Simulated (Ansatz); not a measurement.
An Ansatz input:

```yaml
crystal:
  lattice:
    - [4.0606456864, 0.0, 0.0]
    - [-2.0303228432, 3.5166223202, 0.0]
    - [0.0, 0.0, 4.3875661758]
  atoms:
    - { symbol: Te, position: [0.3333333333, 0.6666666667, 0.25] }
    - { symbol: Te, position: [0.6666666667, 0.3333333333, 0.75] }
hamiltonian:
  xc: r2scan
  pseudopotentials:
    kind: paw
    azcp:
      Te: "pseudopotentials/Te.paw.azcp"
basis:
  ecutwfc: 500
  fft_grid_basis: typed
kpoints:
  mp_grid: { grid: [15, 15, 12], shift: [0, 0, 0] }
magnetization:
  spin_polarized: false
scf:
  occupations: { method: fermi_dirac, width: 0.1 }
output:
  write_density: true
  write_potential: true
  elf: true
  volumetric_format: npy
```

Output

```
Engine: ansatz 0.2.0, x86_64-unknown-linux-gnu
Pseudopotentials: kind: paw
Pseudopotential: Te, paw, valence charge 16, recommended cutoff 500 eV (meta_gga) 
Functional definition: r2SCAN
  parameter k0 = 0.174
  parameter k1 = 0.065
  parameter a1 = 4.9479
  exchange = r2scan_x(k0 = k0, k1 = k1, a1 = a1)
  correlation = r2scan_c
Crystal: 2 atoms, lattice volume = 62.653 Å³
Basis set: ecut = 500 eV, 1569 PW (Γ), exchange–correlation on 120×120×128 points (64 copies of the dense FFT grid, shifted against one another)
Bands: 20, of which v1, the nominal top of the filled ones, is band 16 counted from 1 (15 counted from 0)
Symmetry: 24 space group operations
Space group: P63/mmc (ITA 194), of the structure as read, at distance tolerance 4.0e-5 Å
k-points: 189 of 2700
Non-local potential: Te, projectors of the file, l = 0: 2, l = 1: 2, l = 2: 2, l = 3: 2
PAW form: soft (Blöchl's): semilocal exchange-correlation on the pseudo side does not see the compensation charge
PAW frozen core: Te, regenerated for the run's functional (the file was generated under x = pbe(κ = 0.804, μ = 0.2195149727645171), c = pbe(β = 0.06672455060314922))
PAW one-centre angular grid: Te, 590 points (default); XC on 160 Gauss nodes
Initial density: superposition of atomic densities (neutral atoms: chi_scale 0, normalization atom), corrected by the library's trained network
Initial wavefunctions: pseudopotential atomic-orbital guess
Functional: x = r2scan, c = r2scan; τ floored in thin density (d = 2e-4 eV/Å³)
SCF iter   1: F=—  HF=-13989.181066 eV  |F-HF|=—  |Δ(HF+E_count)|=         —  Δρ=2.89e-3  dr2=2.69e-3  dr2_τ=5.51e-4  ethr=1.77e-3  ⟨swp⟩=6.0  Hψ=18946  notcnv=0
SCF iter   2: F=—  HF=-13989.194529 eV  |F-HF|=—  |Δ(HF+E_count)|=   1.35e-2  Δρ=1.95e-3  dr2=1.34e-3  dr2_τ=2.53e-5  ethr=8.41e-6  ⟨swp⟩=2.0  Hψ=7164  notcnv=0
SCF iter   3: F=—  HF=-13989.196075 eV  |F-HF|=—  |Δ(HF+E_count)|=   1.55e-3  Δρ=3.14e-4  dr2=5.98e-5  dr2_τ=5.96e-6  ethr=4.18e-6  ⟨swp⟩=2.0  Hψ=6837  notcnv=0
SCF iter   4: F=—  HF=-13989.195998 eV  |F-HF|=—  |Δ(HF+E_count)|=   7.73e-5  Δρ=1.29e-4  dr2=1.31e-5  dr2_τ=2.77e-7  ethr=1.87e-7  ⟨swp⟩=2.0  Hψ=6819  notcnv=0
SCF iter   5: F=—  HF=-13989.195993 eV  |F-HF|=—  |Δ(HF+E_count)|=   4.72e-6  Δρ=4.77e-5  dr2=1.60e-6  dr2_τ=4.92e-8  ethr=4.10e-8  ⟨swp⟩=2.0  Hψ=6826  notcnv=0
SCF iter   6: F=—  HF=-13989.195993 eV  |F-HF|=—  |Δ(HF+E_count)|=   1.10e-7  Δρ=8.81e-6  dr2=1.01e-7  dr2_τ=7.90e-10  ethr=4.99e-9  ⟨swp⟩=2.0  Hψ=6831  notcnv=0
SCF iter   7: F=-13989.195993 eV  HF=-13989.195993 eV  |F-HF|=3.46e-11  |Δ(HF+E_count)|=   8.32e-9  Δρ=3.63e-6  dr2=8.71e-9  dr2_τ=2.78e-10  ethr=3.13e-10  ⟨swp⟩=3.0  Hψ=9910  notcnv=0
SCF 1 converged in 7 iterations: F = -13989.195993 eV  dr2 = 8.71e-9
SCF converged after 7 iterations
Free energy (F): -13989.195993 eV
Harris-Foulkes:  -13989.195993 eV  (|F-HF|=3.46e-11)
Internal energy: -13989.153383 eV  (E = F + TS)
E sigma→0 (E₀):  -13989.174688 eV
Entropy (-TS):   -0.042611 eV (-21.305 meV/atom)
Fermi energy:    9.766090 eV
--- Per-component energies (eV) ---
  E_band       = -522.256042
  E_kinetic    = 359.227417
  E_local      = -2322.334052  (includes V_loc(G=0)·N_el)
  E_nonlocal   = -621.351288
  E_hartree    = 1526.165002
  E_xc         = -229.505237
  E_vxc        = -222.443309  (∫ρ·V_xc dr)
  E_paw        = -9372.035585  (= ΣΔE_a)
  E_vpaw       = -781.387651  (= ΣTr[D̂ρ^β])
  E_aug_tail   = -0.000084  (compensation charges beyond the density's cutoff)
  E_vtau       = 13.707587  (kinetic-family band-sum trace: ∫τ·v_τ [+ j·A + Jᵃ·Aᵃ] dr)
  E_ewald      = -3329.889267
  E_core_change = 0.569711  (= ΣΔE_core)
  E_smearing   = -0.042611  (= −TS)
  E_closure    = 0.000000  (closes the sum)
  Σ components = -13989.195993   (vs F -13989.195993, Δ=0.00e0)
--- Band table (eV; the first three rows and the last of 189) ---
  k-point 0: bands = ["-28.5205", "-28.5108", "-28.5108", "-28.4910", "-28.4492", "-28.4492", "-28.4251", "-28.4251", "-28.4224", "-28.4224", "-4.5188", "0.9379", "4.9956", "7.6886", "7.6886", "10.6313", "10.6313", "13.2657", "13.3843", "16.2782"]
  k-point 1: bands = ["-28.5199", "-28.5103", "-28.5103", "-28.4914", "-28.4520", "-28.4520", "-28.4233", "-28.4233", "-28.4219", "-28.4219", "-4.4663", "0.6953", "5.2523", "7.7361", "7.7361", "10.5955", "10.5955", "13.0489", "13.5274", "16.3470"]
  k-point 2: bands = ["-28.5182", "-28.5088", "-28.5088", "-28.4927", "-28.4585", "-28.4585", "-28.4205", "-28.4205", "-28.4197", "-28.4197", "-4.3092", "0.1105", "5.8785", "7.8771", "7.8771", "10.4814", "10.4814", "12.4865", "13.9557", "16.5320"]
  k-point 188: bands = ["-28.5069", "-28.5069", "-28.4837", "-28.4837", "-28.4772", "-28.4772", "-28.4217", "-28.4217", "-28.4190", "-28.4190", "-1.4402", "-1.4402", "4.1627", "4.1627", "6.4573", "6.4573", "13.0615", "13.0615", "18.4023", "18.4023"]
```

Launched by

```sh
ansatz run input.yaml --threads 1 --pin off --max-ram 3584MiB --backend cpu --events-out ev --progress --plain --runs-dir out
```

On 1 thread of Intel(R) Xeon(R) Platinum 8259CL CPU @ 2.50GHz (Skylake/Cascade Lake) (shared host) this took about 36 s of wall time and 36 s of CPU time.
